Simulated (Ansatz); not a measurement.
ZrCu₅ in space group F-43m (No. 216; Cu on 4c, Cu on 16e, Zr on 4a), PBE in the plane-wave PAW code Ansatz, all energies at zero smearing, with the estimated change up to a 700 eV cutoff added, with one set of potentials and settings (totals compare only within such a set). Cell of 6 atoms (5 Cu, 1 Zr): -37310.524 eV.

```tsv
element	reference phase	E (eV/atom)
Cu	Fm-3m, 1 atoms in the cell	-6625.1757
Zr	P6_3/mmc, 2 atoms in the cell	-4183.8362
```

Formation energy per atom, worked out: (-37310.524 − 5×(-6625.1757) − 1×(-4183.8362))/6 = -0.135 eV/atom (-13 kJ per mol of atoms), at 0 K, without zero-point energy or fitted corrections.

The workflow started from an entry of the Crystallography Open Database (COD). Whether it is the stable phase at ambient conditions was not checked. Symmetry was held in the PBE relaxation; its stability against distortions is not shown here. No spin polarisation was allowed. The references are the lowest solids computed at this level, not always the standard phases.

Potentials: the later of the program's two PAW sets.
